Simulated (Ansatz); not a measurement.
# ScCo: from a starting cell to a relaxed one

The start is a generated cell, ScCo built in the AFLOW prototype AB_hP4_194_c_a (B8_1, as in NiAs). The structure is fully relaxed (lattice and positions, P = 0) with PBEsol (plane waves to 420 eV, PAW, scalar-relativistic; Ansatz, a quantum-chemistry and plane-wave program). The first steps use a coarse 10×10×6 k-mesh.

Input geometry:
```
CELL_PARAMETERS angstrom
      3.71832     0.00000     0.00000
     -1.85916     3.22016     0.00000
      0.00000     0.00000     5.18242
ATOMIC_POSITIONS crystal
  Co 0.00000 0.00000 0.00000
  Co 0.00000 0.00000 0.50000
  Sc 0.33333 0.66667 0.25000
  Sc 0.66667 0.33333 0.75000
```
Spin-polarised start, with parallel moments on Co.

Q: What pressure does the first self-consistent step give?

A: +4.2 GPa (positive: the cell is compressed).

Q: How does the volume change?

A: +7.2 %, from 15.51 to 16.64 Å³/atom.

Q: How do the shortest distances between atoms change?

A: The closest pairs of elements (up to four, under 3.6 Å), start → end: Co–Co 2.59 → 2.24 Å; Co–Sc 2.51 → 2.64 Å; Sc–Sc 3.36 → 3.28 Å.

Q: What magnetic moments remain?

A: Net 0.25 μB/atom, ferromagnetic.

The space group stays P6₃/mmc (No. 194) (the run could not lower it); the end is NiAs type, with 4 atoms in the primitive magnetic cell. Final values are on a 13×13×11 k-mesh of the relaxed cell. Spin state reached: ferromagnetic (net 0.25 μB/atom), from parallel starting moments; other spin orders were not run from this start.

The run could not lose the symmetry of its start; a randomly shaken copy of 8 atoms returns to this structure.

All atoms sit on sites fixed by symmetry, so only the cell could relax.

The relaxed structure here is a generated cell of ScCo: the first start was made by placing the elements on the sites of a structure type, and the end was not matched to a known phase here, so it may be hypothetical.
